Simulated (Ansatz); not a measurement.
**Equation of state of Li**

```yaml
crystal:
  lattice:
    - [3.11100, 0.00000, 0.00000]
    - [-1.55550, 2.69421, 0.00000]
    - [0.00000, 0.00000, 5.09300]
  atoms:
    - { symbol: Li, position: [0.33333, 0.66667, 0.25000] }
    - { symbol: Li, position: [0.66667, 0.33333, 0.75000] }
```

Structure: COD 9011003, as refined from experiment and not relaxed.

Levels of theory: DFT, PBEsol, all-electron LAPW, scalar-relativistic (Ansatz 0.2.0); DFT, PBEsol, PAW with Ansatz's default frozen-core files, scalar-relativistic (Ansatz 0.2.0).

For LAPW: a Γ-centred 15×15×8 k mesh, Fermi–Dirac smearing of 0.03 eV, basis error target 0.25 meV/atom, no spin polarisation. PAW takes a cutoff of 420 eV at this cell (files made with PBE, cores remade for this functional). The Ansatz runs share mesh, smearing and spin set-up. Plane-wave (PAW) pressures include the program's estimate of the Pulay term.

The cell above is scaled evenly, with fractional coordinates and shape held.

| V/V(cell) | V (Å³/atom) | P, LAPW (GPa) | P, PAW (GPa) |
| --- | --- | --- | --- |
| 0.9400 | 20.063 | 0.09 | 0.10 |
| 0.9600 | 20.490 | -0.19 | -0.19 |
| 0.9800 | 20.917 | -0.45 | -0.45 |
| 0.9900 | 21.131 | -0.57 | -0.57 |
| 1.0000 | 21.344 | -0.69 | -0.69 |
| 1.0100 | 21.557 | ? | ? |
| 1.0200 | 21.771 | -0.90 | -0.90 |
| 1.0400 | 22.198 | -1.10 | -1.10 |
| 1.0600 | 22.625 | -1.28 | -1.28 |

Fill in the row V/V(cell) = 1.0100.

P, LAPW (GPa) = -0.80, P, PAW (GPa) = -0.80.

What do Birch–Murnaghan fits to the pressures give?

LAPW: V0 = 20.20 Å³/atom, B0 = 14 GPa, B0′ = 3.3; PAW: V0 = 20.20 Å³/atom, B0 = 14 GPa, B0′ = 3.3.

PAW's V0 lies 0.01 % from the all-electron value and its B0 0.1 %. With shape and internal coordinates held, B0 is an upper bound to the relaxed modulus.
